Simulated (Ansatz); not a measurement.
Energy over volume and axial ratio for CeO2 (fluorite)

CeO₂ (fluorite), conventional cell a = 5.3986 Å, b = 5.3986 Å, c = 5.3986 Å, α = 90.00°, β = 90.00°, γ = 90.00°. The calculation uses the primitive cell of 3 atoms, to which meshes and values per cell refer.

The relaxed cell is deformed in two ways at once: its volume V is scaled, and at that volume it is stretched along z (the c axis of the conventional cell) so that c/a changes. Fractional atomic positions are held.

Level of theory: PBEsol (plane waves to 420 eV, PAW, scalar-relativistic; Ansatz, an electronic-structure program). k mesh 11×11×11 (Γ-centred), Fermi-Dirac smearing 0.05 eV. E stands for the smeared free energy. Stress and pressure are positive under compression. CeO2 is run without spin polarisation. CeO2 was relaxed with its symmetry unable to fall. The PAW data are Ansatz's earlier set. The filling of the f shell was not checked against other fillings, so treat energies with care. The zero of ΔE is the relaxed starting cell.

ΔE (meV/atom), with V/V₀ across and (c/a)/(c/a)₀ down:

```
(c/a)/(c/a)₀ \ V/V₀  0.960  0.973  0.987  1.000  1.013  1.027  1.040
-------------------  -----  -----  -----  -----  -----  -----  -----
0.960                 24.7   17.1   12.6   11.2   12.6   16.5   22.9
0.973                 18.4   10.8    6.3    4.9    6.3   10.2   16.6
0.987                 14.7    7.1    2.6    1.2    2.6    6.5   12.9
1.000                 13.5    5.9    1.4    0.0    1.3    5.3   11.7
1.013                 14.7    7.0    2.6    1.2    2.5    6.5   12.9
1.027                 18.2   10.5    6.1    4.7    6.1   10.0   16.4
1.040                 23.9   16.3   11.9   10.4   11.8   15.8   22.1
```

σxx (GPa), with V/V₀ across and (c/a)/(c/a)₀ down:

```tsv
(c/a)/(c/a)₀ \ V/V₀	0.960	0.973	0.987	1.000	1.013	1.027	1.040
0.960	5.1	2.1	-0.7	-3.3	-5.8	-8.0	-10.1
0.973	6.3	3.2	0.4	-2.2	-4.7	-6.9	-9.0
0.987	7.4	4.4	1.5	-1.1	-3.6	-5.8	-7.9
1.000	8.6	5.5	2.7	0.0	-2.5	-4.8	-6.9
1.013	9.7	6.6	3.8	1.1	-1.4	-3.7	-5.8
1.027	10.8	7.7	4.9	2.2	-0.3	-2.6	-4.8
1.040	11.9	8.8	5.9	3.3	0.8	-1.6	-3.7
```

Read from the data:

- Shear modulus C′ = (C11 − C12)/2 (fit, atoms clamped) = 124 GPa
- Lowest place on the grid = V/V₀ = 1.000, (c/a)/(c/a)₀ = 1.000 (0.0 meV/atom)
- Highest place on the grid = V/V₀ = 0.960, (c/a)/(c/a)₀ = 0.960 (24.7 meV/atom)

(A scan under strain: stresses follow from slopes of the energy per volume, elastic moduli from its curvatures.)
